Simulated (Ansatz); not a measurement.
## MnF2 under pressure: fit and missing row

MnF2, P4_2/mnm, a = 4.983 Å, c = 3.366 Å. Ansatz: PBE+U, PAW, 420 eV, Γ-centred 6×6×8 mesh on 6 atoms, Gaussian smearing 0.02 eV; U_eff Mn 3.90 eV; collinear spin, largest moment 4.3 μB. Cell and atoms are relaxed at each pressure, and no other structure is tried, so the rows at high pressure may lie past a change of phase.

| V (Å³/atom) | P (GPa) |
| --- | --- |
| ? | 39.99 |
| 11.761 | 20.01 |
| 12.618 | 10.01 |
| 13.186 | 5.04 |
| 13.612 | 2.00 |
| 13.931 | 0.02 |
| 14.306 | -1.97 |

**Question.** Take V0 = 13.931 Å³/atom, count pressures from its P0 = 0.02 GPa, fit the third-order Birch–Murnaghan form to the other rows, and predict the missing volume.

**Answer.** With the Eulerian strain f = ½[(V0/V)^(2/3) − 1] and y = (P − P0)/[3f(1 + 2f)^(5/2)], the form is the line y = B0 + 1.5 B0 (B0′ − 4) f. Rows (f, y): 0.05975, 84.1; 0.03411, 82.8; 0.01866, 81.8; 0.00778, 81.6; -0.00878, 79.0. Means f = 0.02230, y = 81.860; Σ(Δf)² = 0.002732, ΣΔfΔy = 0.1879; the slope is their ratio. y = 80.33 + 68.77 f GPa, so B0 = 80.3 GPa and B0′ = 4 + 2 × (68.77)/(3 × 80.33) = 4.57. P = 39.99 GPa is met at f = 0.09788 (y = 87.06), so V = V0 (1 + 2f)^(−3/2) = 10.654 Å³/atom. The run gave 10.614 Å³/atom, so the fit is 0.040 Å³/atom too high, 1.1 % of the span of the series, against an rms of 0.003 Å³/atom on the fitted rows. The row lies outside the fitted range. A fourth-order term fitted to the same rows gives P = 39.20 GPa at this row's volume (the line 40.91, the run 39.99), no gain.

The state reached may not be the lowest one. The program reads another magnetic order as possibly lower. Moments started parallel, and an antiferromagnetic order may lie lower.

Cost: 7 runs of about 12 core-minutes in all, on Arm Neoverse V2 (shared hosts).